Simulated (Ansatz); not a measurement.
SnO:
Space group Pmn2₁ (No. 31); a = 3.2996 Å, b = 5.7358 Å, c = 4.1497 Å, α = 90.00°, β = 90.00°, γ = 90.00°

```csv
atom,site,symmetry,x,y,z
Sn,2a,m..,0.0000,0.2279,0.5100
O,2a,m..,0.5000,0.1009,0.2400
```

Relaxed at zero pressure with plane-wave PAW r²SCAN+D4 (Ansatz code).

Q: The volume is lowered by 6 % and shape and atoms relax at that volume. What pressure results, and how do the axes share the change?

A: 1.0 GPa; a -0.2 %, b -0.9 %, c -5.0 %; the energy rises by 3 meV/atom.

Q: Give the new structure.

A: 
Space group Pmn2₁ (No. 31); a = 3.294 Å, b = 5.683 Å, c = 3.944 Å, α = β = γ = 90.00°

```json
[
 {"atom": "Sn", "site": "2a", "symmetry": "m..", "x": "0.0000", "y": "0.2332", "z": "0.5204"},
 {"atom": "O", "site": "2a", "symmetry": "m..", "x": "0.5000", "y": "0.1099", "z": "0.2296"}
]
```

The phase is kept; no other phase was compared at this pressure.

Space group Pmn2_1. The workflow started from a Materials Project entry (that database holds measured and hypothetical structures alike); the Crystallography Open Database copy checked does not list it. It is not the phase usual at ambient conditions (space group No. 129). The cell was relaxed with r²SCAN+D4 under the symmetry of its start; its stability against distortions is not shown here. Scalar-relativistic: spin–orbit coupling is off unless named, which matters more the heavier the elements.

Potentials: the later of the program's two PAW sets.
